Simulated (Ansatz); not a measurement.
Y (dhcp (α-La type), space group No. 194) at seven volumes, DFT-PBEsol in the program Ansatz with PAW potentials, shape and atoms relaxed at each. One row is withheld.

```
V (Å³/atom)  P (GPa)
-----------  -------
28.080             ?
29.005          2.86
29.931          1.34
30.857          0.00
31.782         -1.19
32.708         -2.23
33.634         -3.16
```

Question: Fit the shown pressures and predict the withheld one.

Answer: P = (3/2)B₀(x^(7/2) − x^(5/2))[1 + (3/4)(B′ − 4)(x − 1)] with x = (V₀/V)^(2/3). Least squares on the six rows gives V₀ = 30.856 Å³/atom, B₀ = 42.0 GPa, B′ = 3.13. At V = 28.080, x = 1.0649 and P = 4.58 GPa. The run itself gave 4.58 GPa.

Space group P6_3/mmc (dhcp (α-La type)). The first step of the workflow began from a Materials Project structure, measured or hypothetical. Its sites differ from those of the usual phase in this space group: another stacking or structure type. Symmetry was held in the PBEsol relaxation; of distortions, only those at the zone centre were tested. The workflow began spin-polarised and lost its moments.

Potentials: the later of the program's two PAW sets.
